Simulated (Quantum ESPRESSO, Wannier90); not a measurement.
Wannier functions of Au (fcc (Cu type))

```
begin unit_cell_cart
ang
    0.0000000000    2.0856450000    2.0856450000
    2.0856450000    0.0000000000    2.0856450000
    2.0856450000    2.0856450000    0.0000000000
end unit_cell_cart
begin atoms_frac
Au   0.0000000000  0.0000000000  0.0000000000
end atoms_frac
```

Cell from Materials Project (mp-81), symmetrised, no further relaxation. This is the element's usual structure. Computed values, not measurements, from PBEsol: Quantum ESPRESSO (norm-conserving PseudoDojo potentials, cutoff 61 Ry, spinors with spin-orbit coupling) on a Γ-centred 10×10×10 mesh, then Wannier90. Density: 18×18×18 mesh, cold smearing 0.01 Ry.

A tight-binding model is made by disentanglement and projection with no localisation steps (num_iter = 0), so the 18 orbitals stay atom-like: hydrogen-like Au: s;p;d, axes along x, y, z; frozen window up to 3.00 eV relative to the Fermi level. It follows pw.x to 1.4 meV rms for states up to 1.0 eV relative to the Fermi level. Matrix elements depend on this choice of orbitals and windows.

The 30 largest hoppings ⟨m,0|H|n,R⟩ between different sites (one of each Hermitian pair; signs follow the real orbitals' lobes; the list may end inside a set of equal values):

```json
[
 {"m": "Au1 px↑", "n": "Au1 py↑", "R": "0 0 1", "distance of the centres (Å)": "2.95", "t (eV)": "1.726", "Im t (eV)": "0.011"},
 {"m": "Au1 px↓", "n": "Au1 py↓", "R": "0 0 1", "distance of the centres (Å)": "2.95", "t (eV)": "1.726", "Im t (eV)": "-0.011"},
 {"m": "Au1 py↑", "n": "Au1 px↑", "R": "0 0 1", "distance of the centres (Å)": "2.95", "t (eV)": "1.726", "Im t (eV)": "-0.011"},
 {"m": "Au1 py↓", "n": "Au1 px↓", "R": "0 0 1", "distance of the centres (Å)": "2.95", "t (eV)": "1.726", "Im t (eV)": "0.011"},
 {"m": "Au1 px↑", "n": "Au1 py↑", "R": "1 -1 0", "distance of the centres (Å)": "2.95", "t (eV)": "-1.726", "Im t (eV)": "0.011"},
 {"m": "Au1 px↓", "n": "Au1 py↓", "R": "1 -1 0", "distance of the centres (Å)": "2.95", "t (eV)": "-1.726", "Im t (eV)": "-0.011"},
 {"m": "Au1 py↑", "n": "Au1 px↑", "R": "1 -1 0", "distance of the centres (Å)": "2.95", "t (eV)": "-1.726", "Im t (eV)": "-0.011"},
 {"m": "Au1 py↓", "n": "Au1 px↓", "R": "1 -1 0", "distance of the centres (Å)": "2.95", "t (eV)": "-1.726", "Im t (eV)": "0.011"},
 {"m": "Au1 pz↑", "n": "Au1 px↑", "R": "0 1 0", "distance of the centres (Å)": "2.95", "t (eV)": "1.726", "Im t (eV)": "0.000"},
 {"m": "Au1 pz↑", "n": "Au1 py↑", "R": "0 1 -1", "distance of the centres (Å)": "2.95", "t (eV)": "-1.726", "Im t (eV)": "0.000"},
 {"m": "Au1 pz↓", "n": "Au1 py↓", "R": "0 1 -1", "distance of the centres (Å)": "2.95", "t (eV)": "-1.726", "Im t (eV)": "0.000"},
 {"m": "Au1 py↑", "n": "Au1 pz↑", "R": "0 1 -1", "distance of the centres (Å)": "2.95", "t (eV)": "-1.726", "Im t (eV)": "0.000"},
 {"m": "Au1 py↓", "n": "Au1 pz↓", "R": "0 1 -1", "distance of the centres (Å)": "2.95", "t (eV)": "-1.726", "Im t (eV)": "0.000"},
 {"m": "Au1 pz↓", "n": "Au1 px↓", "R": "0 1 0", "distance of the centres (Å)": "2.95", "t (eV)": "1.726", "Im t (eV)": "0.000"},
 {"m": "Au1 px↑", "n": "Au1 pz↑", "R": "0 1 0", "distance of the centres (Å)": "2.95", "t (eV)": "1.726", "Im t (eV)": "0.000"},
 {"m": "Au1 px↓", "n": "Au1 pz↓", "R": "0 1 0", "distance of the centres (Å)": "2.95", "t (eV)": "1.726", "Im t (eV)": "0.000"},
 {"m": "Au1 pz↑", "n": "Au1 px↑", "R": "1 0 -1", "distance of the centres (Å)": "2.95", "t (eV)": "-1.726", "Im t (eV)": "0.000"},
 {"m": "Au1 pz↓", "n": "Au1 px↓", "R": "1 0 -1", "distance of the centres (Å)": "2.95", "t (eV)": "-1.726", "Im t (eV)": "0.000"},
 {"m": "Au1 px↑", "n": "Au1 pz↑", "R": "1 0 -1", "distance of the centres (Å)": "2.95", "t (eV)": "-1.726", "Im t (eV)": "0.000"},
 {"m": "Au1 px↓", "n": "Au1 pz↓", "R": "1 0 -1", "distance of the centres (Å)": "2.95", "t (eV)": "-1.726", "Im t (eV)": "0.000"},
 {"m": "Au1 pz↑", "n": "Au1 py↑", "R": "1 0 0", "distance of the centres (Å)": "2.95", "t (eV)": "1.726", "Im t (eV)": "0.000"},
 {"m": "Au1 pz↓", "n": "Au1 py↓", "R": "1 0 0", "distance of the centres (Å)": "2.95", "t (eV)": "1.726", "Im t (eV)": "0.000"},
 {"m": "Au1 py↑", "n": "Au1 pz↑", "R": "1 0 0", "distance of the centres (Å)": "2.95", "t (eV)": "1.726", "Im t (eV)": "0.000"},
 {"m": "Au1 py↓", "n": "Au1 pz↓", "R": "1 0 0", "distance of the centres (Å)": "2.95", "t (eV)": "1.726", "Im t (eV)": "0.000"},
 {"m": "Au1 px↑", "n": "Au1 px↑", "R": "0 0 1", "distance of the centres (Å)": "2.95", "t (eV)": "1.217", "Im t (eV)": "0.000"},
 {"m": "Au1 px↓", "n": "Au1 px↓", "R": "0 0 1", "distance of the centres (Å)": "2.95", "t (eV)": "1.217", "Im t (eV)": "0.000"},
 {"m": "Au1 py↑", "n": "Au1 py↑", "R": "0 0 1", "distance of the centres (Å)": "2.95", "t (eV)": "1.217", "Im t (eV)": "0.000"},
 {"m": "Au1 py↓", "n": "Au1 py↓", "R": "0 0 1", "distance of the centres (Å)": "2.95", "t (eV)": "1.217", "Im t (eV)": "0.000"},
 {"m": "Au1 pz↑", "n": "Au1 pz↑", "R": "0 1 -1", "distance of the centres (Å)": "2.95", "t (eV)": "1.217", "Im t (eV)": "0.000"},
 {"m": "Au1 pz↓", "n": "Au1 pz↓", "R": "0 1 -1", "distance of the centres (Å)": "2.95", "t (eV)": "1.217", "Im t (eV)": "0.000"}
]
```
